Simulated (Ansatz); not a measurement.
Computed with Ansatz, DFT PBE, scalar-relativistic, plane waves, PAW. All cells share a 420 eV cutoff and Γ-centred k meshes spaced at most about 0.3 Å⁻¹ (about 0.25 or finer for metals, 2π included). Collinear spin in cells that started with moments and kept them past the coarse steps, no spin elsewhere.

Each of these unrelaxed guesses is relaxed in cell and atoms within its symmetry. A guess keeps its type if space group and coordination stay and the shape of the cell changes little (axis ratios within about 15 %, angles within 6°); the volume may change.

1. RuBrCl4 (collinear spin from parallel moments)

Space group P4/mmm (No. 123). a = 4.677 Å, b = 4.677 Å, c = 6.721 Å, α = 90.00°, β = 90.00°, γ = 90.00°
```json
{"atom": "Ru", "site": "1a", "symmetry": "4/mmm", "x": "0.0000", "y": "0.0000", "z": "0.0000"}
{"atom": "Br", "site": "1d", "symmetry": "4/mmm", "x": "0.5000", "y": "0.5000", "z": "0.5000"}
{"atom": "Cl", "site": "4i", "symmetry": "2mm.", "x": "0.5000", "y": "0.0000", "z": "0.7631"}
```

2. Ge4IrW

Space group P6/mmm (No. 191). a = 3.654 Å, b = 3.654 Å, c = 7.941 Å, α = 90.00°, β = 90.00°, γ = 120.00°
```
atom  site  symmetry       x       y       z
  Ge    4h       3m. 0.3333  0.6667  0.7444
  Ir    1b     6/mmm  0.0000  0.0000  0.5000
   W    1a     6/mmm  0.0000  0.0000  0.0000
```

3. Ti4C

Space group P-43m (No. 215). a = 4.241 Å, b = 4.241 Å, c = 4.241 Å, α = 90.00°, β = 90.00°, γ = 90.00°
```
atom  site  symmetry       x       y       z
  Ti    4e       .3m  0.2500  0.2500  0.2500
   C    1a      -43m  0.0000  0.0000  0.0000
```

Task: Which keep their type?

Result: Guess 3 keeps its type.

```json
{"guess": "1", "kept": "no", "start group": "P4/mmm", "end group": "P4/mmm", "V start (Å³/atom)": "24.5", "V end": "28.6", "b/a and c/a, end over start": "1.00, 1.71", "nearest neighbours start": "Br 8, Cl 5, Ru 8", "nearest neighbours end": "Br 12, Cl 3, Ru 8"}
{"guess": "2", "kept": "no", "start group": "P6/mmm", "end group": "P6/mmm", "V start (Å³/atom)": "15.3", "V end": "16.7", "b/a and c/a, end over start": "1.00, 0.51", "nearest neighbours start": "Ge 3, Ir 12, W 12", "nearest neighbours end": "Ge 8, Ir 14, W 14"}
{"guess": "3", "kept": "yes", "start group": "P-43m", "end group": "P-43m", "V start (Å³/atom)": "15.3", "V end": "16.7", "b/a and c/a, end over start": "1.00, 1.00", "nearest neighbours start": "C 4, Ti 1", "nearest neighbours end": "C 4, Ti 1"}
```

Neighbours count within 15 % of an atom's shortest distance; end groups are read at 0.02 Å (0.05 Å in metals).

No dispersion correction is applied, so the spacing and binding between layers, chains or molecules are poorly described (RuBrCl4 P4/mmm). These runs have no spin–orbit coupling, which can matter for Ir and W. Another magnetic order may lie lower. Cells relaxed within their symmetry can be saddle points.
